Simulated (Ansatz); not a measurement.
With r²SCAN (plane waves, PAW; program Ansatz), InP in the tetragonal phase (P4_2/mnm; In on 4g, P on 4f) relaxes to a = 7.202 Å, c = 4.187 Å. Against the elements it lies at -0.31 eV/atom, with no fitted shifts.

The Kohn–Sham gap is 1.17 eV (smallest direct gap 1.17 eV). The valence maximum lies on the M–Γ line, 93 % of the way from M and the conduction minimum at Γ. HSE06 on the same cell gives 1.49 eV. Gap from r²SCAN with spin–orbit coupling: 1.14 eV. Electrons at the band edge weigh 0.081, 0.091, 0.091 mₑ (principal values). The hole mass is 0.22, 1.0, 2.0 mₑ (principal values).

An equation-of-state fit gives a bulk modulus of 62.0 GPa. The relaxed-ion elastic constants in GPa are C11 = 80.6, C12 = 54.3, C13 = 44.1, C33 = 124, C44 = 25.8, C66 = 26.6. The elastic constants imply a Debye temperature near 257 K. Bader charges are In +0.98, P -0.98 e.

The start of the workflow was typed in or built on a structure type; neither database checked (COD, Materials Project) lists it. It is not the phase usual at ambient conditions (space group No. 216). Symmetry was held in the r²SCAN relaxation; whether a distortion lowers the energy is not shown. The volume moved by 22 % from the start of the relaxation. The references are the lowest solids computed at this level, not always the standard phases. Scalar-relativistic: spin–orbit coupling is off unless named, which matters more the heavier the elements.

Potentials: the later of the program's two PAW sets.
